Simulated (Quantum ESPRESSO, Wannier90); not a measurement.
**FeS2 (Pnnm): Wannier90 run**

```
CELL_PARAMETERS angstrom
      4.42562     0.00000     0.00000
      0.00000     5.39653     0.00000
      0.00000     0.00000     3.37770
ATOMIC_POSITIONS crystal
  Fe 0.50000 0.50000 0.50000
  Fe 0.00000 0.00000 0.00000
  S  0.29959 0.87818 0.50000
  S  0.70041 0.12182 0.50000
  S  0.79959 0.62182 0.00000
  S  0.20041 0.37818 0.00000
```

Structure: Materials Project mp-1522, symmetrised, not relaxed again. COD (Crystallography Open Database) has the formula in 4 space groups, this one among them (matched by group alone). Level: PBEsol, no spin polarisation, no spin-orbit coupling; pw.x of Quantum ESPRESSO at 72 Ry with PseudoDojo potentials, 4×4×6 k-points, Wannier90. Density: 8×6×10 mesh, Gaussian smearing 0.01 Ry. A non-magnetic state is assumed, with no Hubbard U; filled 3d bands tend to lie too high at this level.

Functional, cutoff and mesh named above are those of the base row (4×4×6); the first column says what each row takes instead. Model: 22 functions from bands 13-50, start hydrogen-like Fe: d; S: p, centres 0.05 Å off the atoms, frozen window tied to the conduction edge or Fermi level of each row, as listed, which moves Ω_I and hoppings a little by itself. Energies are relative to the valence-band maximum; the misfit is to pw.x on a path, for states up to 1.7 eV relative to the valence-band maximum. Only the mesh of Bloch states changes. The disentangled Ω_I can sit in another minimum from row to row.

| mesh | frozen to (eV) | Ω_I (Å²) | rms misfit (meV) | k-points (cost) | rough cost of nscf and overlaps (first row = 1) |
|---|---|---|---|---|---|
| 2×2×2 | 2.24 | 22.43 | 71 | 8 | 1.0 |
| 2×2×3 | 2.24 | 23.58 | 58 | 12 | 1.4 |
| 3×3×4 | 2.24 | 26.01 | 22 | 36 | 4 |
| 3×3×5 | 2.24 | ___ | 21 | 45 | 4 |
| 4×4×6 | 2.24 | 27.51 | 3.9 | 96 | 7 |
| 5×5×7 | 2.24 | 28.09 | 2.5 | 175 | 17 |

Q: What belongs in the gaps?

A: 
- 3×3×5, Ω_I (Å²): 26.48
